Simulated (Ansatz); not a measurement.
Start of a relaxation of K2YVC6N6:

```
CELL_PARAMETERS angstrom
0.00000 5.28350 5.28350
5.28350 0.00000 5.28350
5.28350 5.28350 0.00000
ATOMIC_POSITIONS crystal
K 0.25000 0.25000 0.25000
K 0.75000 0.75000 0.75000
Y 0.00000 0.00000 0.00000
V 0.50000 0.50000 0.50000
C 0.80070 0.19930 0.19930
C 0.19930 0.80070 0.19930
C 0.19930 0.19930 0.80070
C 0.19930 0.80070 0.80070
C 0.80070 0.19930 0.80070
C 0.80070 0.80070 0.19930
N 0.68998 0.31002 0.31002
N 0.31002 0.68998 0.31002
N 0.31002 0.31002 0.68998
N 0.31002 0.68998 0.68998
N 0.68998 0.31002 0.68998
N 0.68998 0.68998 0.31002
```

The calculation used DFT PBE, scalar-relativistic, plane waves, PAW in Ansatz 0.2.0. Cutoff 420 eV, Gaussian smearing, Γ-centred meshes. Cell and atoms relax first on a coarse mesh and then on a finer one. In between, the cell is made exact in the group found at 0.06 Å. In metals the finer mesh still leaves noise of several meV/atom or more. The steps can't lower the symmetry of their start. Collinear spin, starting moments V 2.0 μB.

A guess keeps its type if space group and coordination stay and the shape of the cell changes little (axis ratios within about 15 %, angles within 6°); the volume may change.

**Question.** Does this structure survive the relaxation?

**Answer.** It keeps its type. The symmetry stays Fm-3m (No. 225). The volume per atom grows by 22.9 %, from 18.4 to 22.7 Å³. The shortest distance goes from 1.17 Å (C–N) to 1.18 Å (C–N). Counting neighbours within 15 % of an atom's shortest distance, the start has C 1, K 24, N 1, V 6, Y 6 and the end C 1, K 24, N 1, V 6, Y 6.

The last run used collinear spin, a 6×6×6 mesh for its 16-atom cell and Gaussian smearing of 0.10 eV. Another magnetic order may lie lower. A structure relaxed within its symmetry needn't be a true minimum.
